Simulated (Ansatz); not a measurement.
SiC3:
```
CELL_PARAMETERS angstrom
      2.79666     0.00000     0.00000
      0.00000     2.79666     0.00000
      0.00000     0.00000     4.09088
ATOMIC_POSITIONS crystal
  C  0.00000 0.00000 0.00000
  C  0.00000 0.50000 0.78627
  Si 0.50000 0.50000 0.50000
  C  0.50000 0.00000 0.21373
```

Relaxed with r²SCAN. Independent-particle spectrum: no excitons, no local fields, no scissors shift; 0.1 eV broadening; ε₁ of the summed bands alone.

Problem. Tabulate the dielectric function from plane-wave PAW r²SCAN (Ansatz code).

Solution. 

| E (eV) | ε₁ xx | ε₂ xx | ε₁ zz | ε₂ zz |
|---|---|---|---|---|
| 0.0 | 6.64 | 0.00 | 6.73 | 0.00 |
| 0.5 | 6.66 | 0.00 | 6.75 | 0.00 |
| 1.0 | 6.73 | 0.00 | 6.83 | 0.00 |
| 1.5 | 6.84 | 0.00 | 6.95 | 0.00 |
| 2.0 | 7.02 | 0.00 | 7.14 | 0.00 |
| 2.5 | 7.28 | 0.02 | 7.44 | 0.02 |
| 3.0 | 7.61 | 0.06 | 7.81 | 0.12 |
| 3.5 | 8.04 | 0.13 | 8.23 | 0.23 |
| 4.0 | 8.64 | 0.23 | 8.79 | 0.38 |
| 4.5 | 9.46 | 0.47 | 9.58 | 0.51 |
| 5.0 | 10.57 | 1.19 | 10.88 | 0.76 |
| 5.5 | 12.41 | 1.74 | 13.42 | 1.38 |
| 6.0 | 14.31 | 4.83 | 17.32 | 9.51 |
| 6.5 | 11.76 | 8.98 | 10.93 | 10.40 |
| 7.0 | 10.94 | 9.54 | 8.67 | 10.61 |
| 7.5 | 9.21 | 15.77 | 7.64 | 13.41 |
| 8.0 | 4.71 | 11.64 | 5.12 | 12.34 |
| 8.5 | 4.34 | 14.62 | 1.54 | 14.41 |
| 9.0 | -0.40 | 12.37 | -1.48 | 12.67 |
| 9.5 | -0.79 | 9.88 | -1.97 | 9.92 |
| 10.0 | -1.04 | 11.00 | -2.64 | 8.51 |
| 10.5 | -2.76 | 8.56 | -2.75 | 6.96 |
| 11.0 | -3.27 | 7.80 | -2.71 | 6.16 |
| 11.5 | -3.85 | 6.58 | -2.27 | 5.66 |
| 12.0 | -3.67 | 5.16 | -2.58 | 5.87 |

With all bands, ε∞ without local fields is 6.75 (xx = yy), 6.87 (zz).

Space group P-4m2. The start of the workflow was typed in or built on a structure type; neither database checked (COD, Materials Project) lists it. Whether it is the stable phase at ambient conditions was not checked. Symmetry was held in the r²SCAN relaxation; whether a distortion lowers the energy is not shown. Its formation energy is positive at this level, so the cell may be metastable or incomplete.

Potentials: the earlier of the program's two PAW sets.
